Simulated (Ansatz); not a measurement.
KMnF3 (cubic perovskite, space group No. 221), DFT-r²SCAN in the program Ansatz with PAW potentials. The conduction-band minimum lies at Γ, with 1 equivalent valley. Second derivatives d²E/dk² of the lowest band at one valley (eV·Å²), along Cartesian directions:

```tsv
direction	d²E/dk²
[100]	14.66
[010]	14.66
[001]	14.66
[110]	14.66
[101]	14.66
[011]	14.66
```

Problem. Find the principal effective masses, the density-of-states mass and the conductivity mass.

Solution. Off-diagonal terms follow from H_xy = H[110] − (H_xx + H_yy)/2, and m*/mₑ = 7.620 eV·Å² over each eigenvalue: 0.52, 0.52, 0.52. One valley's DOS mass (m₁m₂m₃)^(1/3) = 0.52, conductivity mass 3/(Σ 1/mᵢ) = 0.52 mₑ.

Problem. What effective density of states Nc follows at 300 K for parabolic valleys?

Solution. Nc = 2.509e19 × 1 × (0.52)^(3/2) ≈ 9.4e18 cm⁻³.

Space group Pm-3m (cubic perovskite). The first step of the workflow began from a Materials Project structure, measured or hypothetical; the Crystallography Open Database files this formula in space group No. 221, but the cells were not matched. Its standing as an ambient phase is unchecked. The r²SCAN relaxation kept the symmetry of its start, as lowered by the spin order; its stability against distortions is not shown here. Spin order of the final state: antiferromagnetic, chosen from 4 collinear starts compared on coarse meshes (ties went to the first, and starts can fall back to one state), not a proven ground state. Other orbital occupations within this spin state were not tried. No Hubbard U is applied. Point labels and valley counts follow the cell and symmetry of the run, lower than the named group.

Potentials: the later of the program's two PAW sets.

Edges and masses are those of Kohn–Sham bands, whose gap is no quasiparticle gap.
